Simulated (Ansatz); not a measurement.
NaCl:
Space group Fm-3m (No. 225); a = b = c = 5.6019 Å, α = β = γ = 90.00°

```csv
atom,site,symmetry,x,y,z
Na,4a,m-3m,0.0000,0.0000,0.0000
Cl,4b,m-3m,0.5000,0.5000,0.5000
```
(The calculation used a cell of 2 atoms; values per cell refer to that cell.)

Relaxed with PBEsol.

Give the optical modes at the zone centre with their infrared activity from DFPT, PBEsol (plane waves, PAW; program Ansatz).

Transverse frequencies, without the LO–TO term; a row sums one degenerate level.

```json
[
 {"ω (cm⁻¹)": "166", "degeneracy": "3", "IR ((D/Å)²/amu)": "5.91", "activity": "IR", "symmetry": "T1u"}
]
```

How high does the top mode go among those that the LO–TO term moves?

255 cm⁻¹ for q along x.

The PBEsol relaxation kept the symmetry of its start.

Potentials: the earlier of the program's two PAW sets. The files were generated under PBE; for other functionals the program regenerates the frozen cores, and for LDA and PBEsol the local potential too.
